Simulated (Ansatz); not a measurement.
NaTl, DFT, PBEsol, PAW with Ansatz's default frozen-core files, scalar-relativistic (Ansatz 0.2.0), run on 1 thread of Arm Neoverse V1 on a shared host.

The cell is a measured one (Crystallography Open Database entry 1541020); the temperature and pressure of the measurement aren't taken into account, and nothing was relaxed. The listed cell was then made from it by scaling, straining or moving an atom.

Command: `ansatz run input.yaml --threads 1 --pin off --max-ram 4096MiB --backend cpu --events-out ev --progress --plain --runs-dir out`

```yaml
crystal:
  lattice:
    - [0.0, 3.7477097257, 3.7477097257]
    - [3.7477097257, 0.0, 3.7477097257]
    - [3.7477097257, 3.7477097257, 0.0]
  atoms:
    - { symbol: Na, position: [0.5, 0.5, 0.5] }
    - { symbol: Na, position: [0.75, 0.75, 0.75] }
    - { symbol: Tl, position: [0.0, 0.0, 0.0] }
    - { symbol: Tl, position: [0.25, 0.25, 0.25] }
kpoints:
  mp_grid: { grid: [10, 10, 10] }
scf:
  occupations: { method: fermi_dirac, width: 0.05 }
hamiltonian:
  xc: pbesol
  pseudopotentials: { kind: paw }
output:
  forces: true
  stress: true
  eigenvalues: true
  efg: { contact_densities: true }
  write_density: true
  write_potential: true
  elf: true
  volumetric_format: npy
```

Q: How large is the problem that the program sets up?

A: 47 irreducible k-points, 2085 plane waves at Γ, 27 bands.

Q: About how long does it take, and how much memory does it use?

A: 11 s of wall time for 7 SCF iterations, with a peak of 0.46 GiB. Times on shared machines scatter by tens of per cent.

Q: And the same cell and mesh by all-electron PAW (datasets made for this crystal), asked for forces, stress, eigenvalues, efg, on the same hardware?

A: 15 s, peak memory 0.55 GiB.
